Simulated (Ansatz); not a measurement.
YAl$_{3}$:
```
YAl3
1.0
    4.21901     0.00000     0.00000
    0.00000     4.21901     0.00000
    0.00000     0.00000     4.21901
Y Al
1 3
Direct
  0.00000   0.00000   0.00000
  0.00000   0.50000   0.50000
  0.50000   0.00000   0.50000
  0.50000   0.50000   0.00000
```

Relaxed with PBEsol. Special points in fractions of this cell's reciprocal vectors: Γ (0.000, 0.000, 0.000); X (0.000, 0.500, 0.000); M (0.500, 0.500, 0.000); R (0.500, 0.500, 0.500).

Task: List the band energies nearest the Fermi level at these points for PBEsol in the plane-wave PAW code Ansatz.

Result: In eV from the Fermi level; about four levels below and three above (degenerate sets whole), none deeper than 8.9 eV; points with the same levels are listed once.

```
k                          below                above
-  -----------------------------  -------------------
Γ  -2.92 -2.92 -1.47 -1.47 -1.47  1.66 1.69 1.69 1.69
X        -6.92 -1.82 -1.82 -1.68       0.15 1.28 1.28
M  -5.08 -5.08 -4.04 -0.66 -0.66       1.07 1.41 2.85
R        -4.17 -2.22 -2.22 -2.22       1.71 3.78 3.78
```

Space group Pm-3m (Cu3Au type). The workflow started from a Materials Project entry (that database holds measured and hypothetical structures alike); the Crystallography Open Database copy checked does not list it. Its standing as an ambient phase is unchecked. The cell was relaxed with PBEsol under the symmetry of its start; its stability against distortions is not shown here. The run is not spin-polarised. Scalar-relativistic: spin–orbit coupling is off unless named, which matters more the heavier the elements.

Potentials: the later of the program's two PAW sets.
